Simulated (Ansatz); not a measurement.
One crystal and one scan (scan of one atom of the cell) at two levels, PBE (plane waves to 420 eV, PAW, scalar-relativistic; Ansatz, an electronic-structure program) and r2SCAN (plane waves to 500 eV, PAW, scalar-relativistic; Ansatz), each from its own relaxed cell and on its own mesh. The cell shown is that of PBE.

Relaxed PbS (rock salt):

```yaml
crystal:
  lattice:
    - [0.00000, 3.00445, 3.00445]
    - [3.00445, 0.00000, 3.00445]
    - [3.00445, 3.00445, 0.00000]
  atoms:
    - { symbol: S, position: [0.00000, 0.00000, 0.00000] }
    - { symbol: Pb, position: [0.50000, 0.50000, 0.50000] }
```

In this cell atom 2 (Pb, nearest neighbour S at 3.004 Å; its periodic images, 4.2 Å or more away, move with it) is moved by s along Cartesian [111], unit vector (0.577, 0.577, 0.577); all other atoms and the cell stay fixed.

The energy includes the smearing's −TS. PbS was relaxed with its symmetry unable to fall. Spin-orbit coupling is left out, though Pb is heavy. Both scans cover s from -0.900 to 0.900 Å.

ΔE (meV/cell), each from the undisplaced structure of its own level:

```tsv
s (Å)	PBE	r2SCAN
-0.900	676	733
-0.720	366	395
-0.540	154	withheld
-0.360	42	45
-0.180	5	5
0.000	0	0
0.180	5	5
0.360	42	45
0.540	154	withheld
0.720	366	395
0.900	676	733
```

Q: Estimate the r2SCAN value at 0.540 from the PBE value there and the ratio of the two levels in the two nearest given rows on that side of the minimum.

A: At 0.720 and 0.360 the ratio r2SCAN/PBE averages 1.075, which gives 1.075 × 154 = 166 meV/cell. The calculation gives 165 meV/cell, +7.1 % against PBE.

(A displaced cell: forces are minus the slopes of the energy, force constants its curvatures, and phonons follow from these.)
